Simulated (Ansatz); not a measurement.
Computed with DFT PBE, scalar-relativistic, plane waves, PAW (Ansatz). Settings: cutoff 420 eV, Γ-centred meshes spaced at most about 0.3 Å⁻¹, and about 0.25 Å⁻¹ or finer for metals (2π included), Gaussian smearing. Collinear spin in cells that started with moments and kept them past the coarse steps, no spin elsewhere.

Temperature and zero-point effects are left out. Lower structures may exist.

Task: Which of these relaxed structures of Sc3Te is the lowest in energy?
A.

```
CELL_PARAMETERS angstrom
6.36757 0.00000 0.00000
-3.18378 5.51448 0.00000
0.00000 0.00000 5.10651
ATOMIC_POSITIONS crystal
Sc 0.33426 0.16713 0.75000
Sc 0.83287 0.16713 0.75000
Sc 0.83287 0.66574 0.75000
Sc 0.66574 0.83287 0.25000
Sc 0.16713 0.83287 0.25000
Sc 0.16713 0.33426 0.25000
Te 0.66667 0.33333 0.25000
Te 0.33333 0.66667 0.75000
```

B.

```
CELL_PARAMETERS angstrom
3.44320 0.00000 0.00000
-1.72160 2.98190 0.00000
0.00000 0.00000 10.66504
ATOMIC_POSITIONS crystal
Sc 0.66667 0.33333 0.23229
Sc 0.66667 0.33333 0.76771
Sc 0.33333 0.66667 0.00000
Te 0.66667 0.33333 0.50000
```

C.

```
CELL_PARAMETERS angstrom
0.00000 3.57164 3.57164
3.57164 0.00000 3.57164
3.57164 3.57164 0.00000
ATOMIC_POSITIONS crystal
Sc 0.25000 0.25000 0.25000
Sc 0.75000 0.75000 0.75000
Sc 0.50000 0.50000 0.50000
Te 0.00000 0.00000 0.00000
```

D.

```
CELL_PARAMETERS angstrom
1.83340 1.05852 8.92491
-1.83340 1.05852 8.92491
0.00000 -2.11703 8.92491
ATOMIC_POSITIONS crystal
Sc 0.57446 0.57446 0.57446
Sc 0.75842 0.75842 0.75842
Sc 0.33317 0.33317 0.33317
Te 0.16673 0.16673 0.16673
```

Result: A. It has the Ni3Sn (D0_19) type, space group P6_3/mmc (No. 194); the next, D, with space group R3m (No. 160), lies 25 meV/atom higher. Largest moments: A no spin, D no spin, C 0.3 μB, B no spin. Counting Sc atoms around Te (those within 1.25 times the shortest such distance or 1.15 times the sum of covalent radii), the lowest has Te 12 and the next has Te 6.

These runs have no spin–orbit coupling, which can matter for Te. A magnetic state wasn't ruled out in cells without spin, among them R3m, P-6m2. Another magnetic order may lie lower. The P6_3/mmc cell at 22.4 Å³/atom was relaxed from a Materials Project cell. With atoms moved at random, P6_3/mmc came back. Other cells relaxed within their symmetry can be saddle points. The R3m cell of Sc3Te came from shaking the P-6m2 one. Some candidate types were left out of the draw beforehand, so a known form may be missing.
